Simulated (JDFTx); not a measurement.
TiAl(111) slab cut from bulk TiAl (space group P4/mmm, indices of the conventional cell, lattice of the Materials Project entry mp-1953, not re-optimised): 11 atoms in 11 planes, a 1x1 cell of 17.99 Å² (|a| = 3.975, |b| = 4.943 Å), 8.8 Å between the outermost planes, Al outermost, slab composition Ti5Al6, cell height 24.9 Å, 6×6×1 k mesh, Fermi smearing 0.01 Ha, no spin polarisation. Whether this polymorph is the ambient one wasn't checked. Neither spin polarisation nor a larger cell was tried.

Level of theory: PBE, GBRV ultrasoft potentials, plane waves to 20/100 Ha; code: a modified build of JDFTx. Liquid: linear PCM (GLSSA13), water, 2 M NaF. The neutral cell holds 78 valence electrons and has two faces of 17.991 Å² each. Last filling lines of the neutral and of a charged run (μ in hartree, zero in the bulk liquid):

```
FillingsUpdate:  mu: -0.151189822  nElectrons: 78.000000
FillingsUpdate:  mu: -0.155119091  nElectrons: 77.910200
```

Working it through: both potentials, by the convention U = −μ/e − 4.44 V vs SHE, the surface charge density and the mean capacitance.

U_pzc = 0.15119 × 27.2114 − 4.44 = -0.33 V; U = 0.15512 × 27.2114 − 4.44 = -0.22 V. The cell has -0.0898 excess electrons, a net charge of 0.0898 e, shared by two faces: σ = 0.0898 e / (2 × 17.991 Å²) = 0.00250 e/Å² = 4.0 μC/cm² (1 e/Å² = 1602.18 μC/cm²). C = σ/(U − U_pzc) = 4.0/0.11 ≈ 37 μF/cm².
